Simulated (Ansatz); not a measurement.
# Relaxation path: hcp Mg (10-10), 4 layers

DFT, PBE, PAW with Ansatz's default frozen-core files, scalar-relativistic (Ansatz 0.2.0); a Γ-centred 13×8×1 k mesh, Fermi–Dirac smearing of 0.08 eV, no spin polarisation. The run relaxes the atoms in the fixed cell.

Command: `ansatz run input.yaml --threads 2 --pin off --max-ram 4096MiB --backend cpu --events-out ev --progress --plain --runs-dir out` It took 21 s on 2 threads of Intel(R) Xeon(R) 6975P-C (Granite Rapids) (shared host), peak memory 0.65 GiB.

```yaml
crystal:
  lattice:
    - [3.1995580529, 0.0, 0.0]
    - [0.0, 5.1808918026, 0.0]
    - [0.0, 0.0, 19.6945]
  atoms:
    - { symbol: Mg, position: [0.0, 0.75, 0.4062039805] }
    - { symbol: Mg, position: [0.5, 0.25, 0.4531019905] }
    - { symbol: Mg, position: [0.5, 0.75, 0.5468980095] }
    - { symbol: Mg, position: [0.0, 0.25, 0.5937960195] }
kpoints:
  mp_grid: { grid: [13, 8, 1] }
scf:
  occupations: { method: fermi_dirac, width: 0.08 }
hamiltonian:
  xc: pbe
  pseudopotentials: { kind: paw }
output:
  forces: true
  stress: true
  eigenvalues: true
relax:
  f_tol: 0.01
  max_steps: 40
efield:
  axis: 3
  amplitude: 0
  dipole_correction: true
```

Each step lists its free energy a cell above the last geometry, and Cartesian positions (Å) with forces (eV/Å).

The first step:

```
step 1  dF = 31.75 meV
  Mg 0.0000 3.8857 8.0000   0.0000 0.0000 0.0919
  Mg 1.5998 1.2952 8.9236   0.0000 0.0000 -0.1312
  Mg 1.5998 3.8857 10.7709   0.0000 0.0000 0.1312
  Mg 0.0000 1.2952 11.6945   0.0000 0.0000 -0.0919
```

Where does the relaxation end, and by which steps?

After 4 geometries, with a shortest distance of 3.105 Å. The further steps:
```
step 2  dF = 12.38 meV
  Mg 0.0000 3.8857 8.0604   0.0000 0.0000 0.0523
  Mg 1.5998 1.2952 8.8714   0.0000 0.0000 -0.0760
  Mg 1.5998 3.8857 10.8231   0.0000 0.0000 0.0760
  Mg 0.0000 1.2952 11.6341   0.0000 0.0000 -0.0523
step 3  dF = 0.79 meV
  Mg 0.0000 3.8857 8.1430   0.0000 0.0000 0.0117
  Mg 1.5998 1.2952 8.7977   0.0000 0.0000 -0.0166
  Mg 1.5998 3.8857 10.8968   0.0000 0.0000 0.0166
  Mg 0.0000 1.2952 11.5515   0.0000 0.0000 -0.0117
step 4  dF = 0.00 meV
  Mg 0.0000 3.8857 8.1678   0.0000 0.0000 0.0026
  Mg 1.5998 1.2952 8.7757   0.0000 0.0000 -0.0040
  Mg 1.5998 3.8857 10.9188   0.0000 0.0000 0.0040
  Mg 0.0000 1.2952 11.5267   0.0000 0.0000 -0.0026
```
